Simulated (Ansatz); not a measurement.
Run times of several calculations on SiO2

Cell: 12 atoms, space group P4_12_12, a = 4.964 Å, b = 4.964 Å, c = 6.920 Å, α = 90.00°, β = 90.00°, γ = 90.00°.

All runs are DFT with Ansatz 0.2.0 on 1 thread of Arm Neoverse V2 (aarch64; 8 cores open to the job, memory cap 2.5 GiB, no GPU), a shared host.

(1) Rank the runs by wall time, shortest first.
A. single point at relaxed positions, r2SCAN, 500 eV, 5×5×4 k-points, smearing 0.02 eV
B. relaxation of the ions, PBE, 420 eV, 5×5×4 k-points, smearing 0.02 eV
C. single point, PBE, 420 eV, 5×5×4 k-points, smearing 0.02 eV

Results:

(1) C (14 s, 0.4 GiB), A (33 s, 0.72 GiB), B (49 s, 0.43 GiB).
